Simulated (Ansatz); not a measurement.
A relaxation computed with Ansatz, from input to last step.

```yaml
crystal:
  lattice:
    - [3.9332830364, 0.0, 0.0]
    - [-1.9666415182, 3.4063230298, 0.0]
    - [0.0, 0.0, 4.7638849118]
  atoms:
    - { symbol: Ga, position: [0.0, 0.0, 0.0] }
    - { symbol: Ga, position: [0.3333333333, 0.6666666667, 0.6405060666] }
    - { symbol: Ga, position: [0.6666666667, 0.3333333333, 0.3594939334] }
    - { symbol: Ni, position: [0.3333333333, 0.6666666667, 0.1430049574] }
    - { symbol: Ni, position: [0.6666666667, 0.3333333333, 0.8569950426] }
basis:
  ecutwfc: 500
kpoints:
  mp_grid: { grid: [12, 12, 8] }
hamiltonian:
  xc: r2scan
scf:
  occupations: { method: gaussian, width: 0.1 }
output:
  forces: true
  stress: true
  eigenvalues: true
relax:
  adjacent_minimum: "off"
  f_tol: 0.01
  max_steps: 30
  cell: { stress_tol: 0.1, fix: [volume] }
```

```bash
ansatz run input.yaml --threads 1 --pin off --max-ram 2560MiB --backend cpu --events-out ev --progress --plain --runs-dir out
```

Method: Ansatz 0.2.0, DFT r2SCAN, scalar-relativistic, plane waves, PAW.

The volume is held at 0.94 times that of the relaxed cell.

Of 4 frames 3 are shown, positions in Å and forces in eV/Å; the SCF threshold varies from step to step. Steps run on the plane waves of an earlier cell, with a Pulay correction in the pressure. The basis is chosen afresh for the last frame, the zero of the energies, and at times for earlier ones too; energy and pressure can step there, also at an unchanged geometry. Where two frames share a geometry here, they differ by under 2 meV/atom and 0.3 GPa. Spin polarisation was left out; whether the Ni atoms would carry moments isn't shown by this run.

```xyz
5
Lattice="3.9333 0.0000 0.0000 -1.9666 3.4063 0.0000 0.0000 0.0000 4.7639" Properties=species:S:1:pos:R:3:forces:R:3 pbc="T T T" step=1 free_energy_over_end_meV_per_atom=0.08 pressure_GPa=10.37
Ga    0.0000    0.0000    0.0000    0.0000    0.0000    0.0000
Ga    0.0000    2.2709    3.0513    0.0000    0.0000   -0.0315
Ga    1.9666    1.1354    1.7126    0.0000    0.0000    0.0315
Ni    0.0000    2.2709    0.6813    0.0000    0.0000    0.0533
Ni    1.9666    1.1354    4.0826    0.0000    0.0000   -0.0533
5
Lattice="3.9319 0.0000 0.0000 -1.9659 3.4051 0.0000 0.0000 0.0000 4.7673" Properties=species:S:1:pos:R:3:forces:R:3 pbc="T T T" step=2 free_energy_over_end_meV_per_atom=0.03 pressure_GPa=10.34
Ga    0.0000    0.0000    0.0000    0.0000    0.0000    0.0000
Ga    0.0000    2.2701    3.0531    0.0000    0.0000   -0.0168
Ga    1.9659    1.1350    1.7142    0.0000    0.0000    0.0168
Ni    0.0000    2.2701    0.6832    0.0000    0.0000    0.0333
Ni    1.9659    1.1350    4.0841    0.0000    0.0000   -0.0333
5
Lattice="3.9303 0.0000 0.0000 -1.9652 3.4038 0.0000 0.0000 0.0000 4.7711" Properties=species:S:1:pos:R:3:forces:R:3 pbc="T T T" step=4 free_energy_over_end_meV_per_atom=0.00 pressure_GPa=10.31
Ga    0.0000    0.0000    0.0000    0.0000    0.0000    0.0000
Ga    0.0000    2.2692    3.0553    0.0000    0.0000    0.0016
Ga    1.9652    1.1346    1.7158    0.0000    0.0000   -0.0016
Ni    0.0000    2.2692    0.6862    0.0000    0.0000   -0.0001
Ni    1.9652    1.1346    4.0849    0.0000    0.0000    0.0001
```

It took 2.8 min on 1 thread of Arm Neoverse V2, on a shared host, peak memory 0.75 GiB.